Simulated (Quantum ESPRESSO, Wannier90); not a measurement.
RbCl (CsCl type): Wannier90 run

```xyz
2
Lattice="3.9360 0.0000 0.0000 0.0000 3.9360 0.0000 0.0000 0.0000 3.9360" Properties=species:S:1:pos:R:3 pbc="T T T"
Rb     0.0000     0.0000     0.0000
Cl     1.9680     1.9680     1.9680
```

Structure: Materials Project mp-23299, symmetrised, not relaxed again. COD (Crystallography Open Database) has the formula in 2 space groups, this one among them (matched by group alone). Level: PBEsol, no spin polarisation, no spin-orbit coupling; pw.x of Quantum ESPRESSO at 47 Ry with PseudoDojo potentials, 6×6×6 k-points, Wannier90. Density: 8×8×8 mesh, cold smearing 0.01 Ry.

Functional, cutoff and mesh named above are those of the base row (6×6×6); the first column says what each row takes instead. Model: 4 functions from bands 2,6-8, start SCDM (isolated) (the valence bands). Energies are relative to the valence-band maximum; the misfit is to pw.x on a path, for all bands of the set. Only the mesh of Bloch states changes. Ω_total can sit in another minimum from row to row; Ω_I of an isolated set cannot.

| mesh | Ω_I (Å²) | Ω_total (Å²) | rms misfit (meV) | k-points (cost) | rough cost of nscf and overlaps (first row = 1) |
|---|---|---|---|---|---|
| 2×2×2 | 3.41 | 4.12 | 51 | 8 | 1.0 |
| 3×3×3 | 3.98 | 4.71 | 28 | 27 | 2.1 |
| 4×4×4 | 4.20 | 4.93 | 3.8 | 64 | 3 |
| 5×5×5 | 4.31 | 5.04 | 3.0 | 125 | 5 |
| 6×6×6 | 4.37 | 5.10 | 0.6 | 216 | 9 |
| 7×7×7 | 4.41 | 5.14 | 0.4 | 343 | 14 |
